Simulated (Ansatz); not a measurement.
NMR crystallography of ZnS with a Zn vacancy: given against relaxed positions

Start: a supercell of ZnS (space group P6_3mc) built from a COD entry (the entry's cell lengths or inner coordinates differ somewhat from later room-temperature determinations), with all atoms left at the host's positions.

```cif
data_Zn17S18
_symmetry_space_group_name_H-M 'P31m'
_symmetry_Int_Tables_number 157
_cell_length_a 6.6026
_cell_length_b 6.6026
_cell_length_c 18.6900
_cell_angle_alpha 90.000
_cell_angle_beta 90.000
_cell_angle_gamma 120.000
loop_
_atom_site_label
_atom_site_type_symbol
_atom_site_symmetry_multiplicity
_atom_site_Wyckoff_symbol
_atom_site_fract_x
_atom_site_fract_y
_atom_site_fract_z
Zn1 Zn 3 c 0.6667 0.0000 0.0000
Zn4 Zn 3 c 0.6667 0.0000 0.5000
Zn7 Zn 3 c 0.0000 0.3333 0.1667
Zn10 Zn 1 a 0.0000 0.0000 0.6667
Zn11 Zn 2 b 0.3333 0.6667 0.6667
Zn13 Zn 2 b 0.3333 0.6667 0.3333
Zn15 Zn 3 c 0.0000 0.3333 0.8333
S18 S 3 c 0.6667 0.0000 0.1250
S21 S 3 c 0.6667 0.0000 0.6250
S24 S 3 c 0.0000 0.3333 0.2917
S27 S 1 a 0.0000 0.0000 0.7917
S28 S 2 b 0.3333 0.6667 0.7917
S30 S 1 a 0.0000 0.0000 0.4583
S31 S 2 b 0.3333 0.6667 0.4583
S33 S 3 c 0.0000 0.3333 0.9583
```

One atom of each set is listed.

The numbers come from a DFT calculation in Ansatz (PBE, plane waves and PAW, scalar-relativistic, 420 eV cutoff, Γ-centred 3×3×1 k-points, Fermi–Dirac smearing 0.01 eV, cell charge -2).

The largest force at the start is 1.2 eV/Å. Relaxing the ions at fixed cell moves them by 0.177 Å at most (atom 13, Zn) and 0.090 Å rms.

```tsv
site	moved (Å)	first shell before	first shell after	V_zz before (10²¹ V/m²)	η before
Zn1	0.082	4 S at 2.33–2.34 Å	4 S at 2.28–2.37 Å	-2.23	0.01
Zn4	0.142	4 S at 2.33–2.34 Å	4 S at 2.27–2.47 Å	2.64	0.85
Zn7	0.171	4 S at 2.33–2.34 Å	4 S at 2.24–2.39 Å	-3.01	0.18
Zn10	0.071	4 S at 2.33–2.34 Å	4 S at 2.32–2.39 Å	1.02	0.00
Zn11	0.041	4 S at 2.33–2.34 Å	4 S at 2.32–2.37 Å	1.14	0.00
Zn13	0.177	4 S at 2.33–2.34 Å	4 S at 2.31–2.49 Å	3.21	0.00
S18	0.021	4 Zn at 2.33–2.34 Å	4 Zn at 2.28–2.39 Å	2.27	0.14
S24	0.114	3 Zn at 2.33–2.34 Å	3 Zn at 2.24–2.31 Å	-9.29	0.60
S30	0.054	3 Zn at 2.33 Å	3 Zn at 2.27 Å	-7.82	0.00
S31	0.025	4 Zn at 2.33–2.34 Å	4 Zn at 2.32–2.49 Å	-0.93	0.00
```

Question: How do the gradients change?

Answer: 

| site | V_zz after | η after | change of V_zz |
| --- | --- | --- | --- |
| Zn1 | -3.46 | 0.01 | -1.23 |
| Zn4 | 5.11 | 0.63 | +2.47 |
| Zn7 | -5.50 | 0.15 | -2.49 |
| Zn10 | 2.53 | 0.00 | +1.51 |
| Zn11 | 2.08 | 0.00 | +0.94 |
| Zn13 | 6.87 | 0.00 | +3.66 |
| S18 | 3.14 | 0.07 | +0.87 |
| S24 | -7.71 | 0.33 | +1.58 |
| S30 | -8.21 | 0.00 | -0.39 |
| S31 | -2.50 | 0.00 | -1.57 |

The largest change of V_zz is on Zn13, from 3.21 to 6.87. In per cent, |V_zz| changes by +56 to +114 on Zn, -17 to +38 on S (all sites that start above 2). Where |V_zz| stays above 0.1, η moves most on S24, from 0.60 to 0.33. The table leaves out 5 of the 15 sites, with |V_zz| up to 2.51; their tensors move by 0.64 at most along any direction. The statements above cover all sites. The electronic state changes along with the positions (a gap opens), so the changes aren't those of geometry alone. The host's own positions weren't relaxed first, so part of the change far from the defect can be the host's relaxation.

The defect repeats with the cell of 35 atoms, so it feels its images: sites between two images don't show the values beside a lone defect, and zeros or small values of η there can come from the images' arrangement. S and Zn carry a gradient in the pure host already, so the values there aren't the defect's effect alone. A uniform background compensates the cell's charge.
Before: The run isn't spin-polarised, and a state with spin may lie lower. The defect cell has no gap above 0.1 eV on its mesh, so the values can hang on the smearing and the k-mesh. The neighbours have not yet relaxed around the defect (largest force 1.2 eV/Å), so a real crystal will differ.
After: With a gap of 0.8 eV on this mesh, small gradients can still move by 0.1 × 10²¹ V/m² or more as the k-mesh gets denser.
